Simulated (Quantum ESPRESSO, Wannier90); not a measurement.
**Pt (fcc (Cu type)): Wannier90 run**

```xyz
1
Lattice="0.0000 1.9716 1.9716 1.9716 0.0000 1.9716 1.9716 1.9716 0.0000" Properties=species:S:1:pos:R:3 pbc="T T T"
Pt     0.0000     0.0000     0.0000
```

Materials Project entry mp-126; symmetrised, unrelaxed at this level. This is the element's usual structure. Computed values, not measurements, from PBEsol: Quantum ESPRESSO (norm-conserving PseudoDojo potentials, cutoff 68 Ry, spinors with spin-orbit coupling) on a Γ-centred 10×10×10 mesh, then Wannier90. Density: 18×18×18 mesh, cold smearing 0.01 Ry.

The plane-wave run has 42 bands and 18 electrons a cell. On the energy scale of pw.x, whose zero is arbitrary, the Fermi level lies at 23.02 eV.

Isolated groups of bands, relative to the Fermi level (bands from 9 on overlap up to the last one computed):

```json
[
 {"bands": "1–2", "from (eV)": "-98.44", "to (eV)": "-98.40", "filling": "filled", "weight on atomic waves": "Pt 5s 99 %"},
 {"bands": "3–4", "from (eV)": "-63.73", "to (eV)": "-63.60", "filling": "filled", "weight on atomic waves": "Pt 5p 100 %"},
 {"bands": "5–8", "from (eV)": "-48.87", "to (eV)": "-48.43", "filling": "filled", "weight on atomic waves": "Pt 5p 100 %"}
]
```

Input w.win, without the blocks of cell, atoms and k-points (1000 lines):

```
num_bands = 33
num_wann = 18
exclude_bands = 1-8
spinors = true
num_iter = 1000
conv_tol = 1.0e-6
conv_window = 4
dis_num_iter = 1000
dis_conv_tol = 1.0e-6
dis_froz_max = 24.52
write_hr = true
write_u_matrices = true
begin projections
f=0.00661,-0.02120,0.00263: s;p;d
end projections
mp_grid = 10 10 10
```

Q: This input has a fault. Which, and what does the program do?

A: wannier90.x stops with:
```
w90_wannier90_readwrite_read: mismatch in w.eig
```
num_bands differs from the number of bands in the files, which is the number computed minus those excluded. Mended as below, all else unchanged, the run goes through (Ω_I = 15.3 Å²) and follows the plane-wave bands to 2.6 meV rms (states up to 1.0 eV relative to the Fermi level).
```
num_bands = 34
```
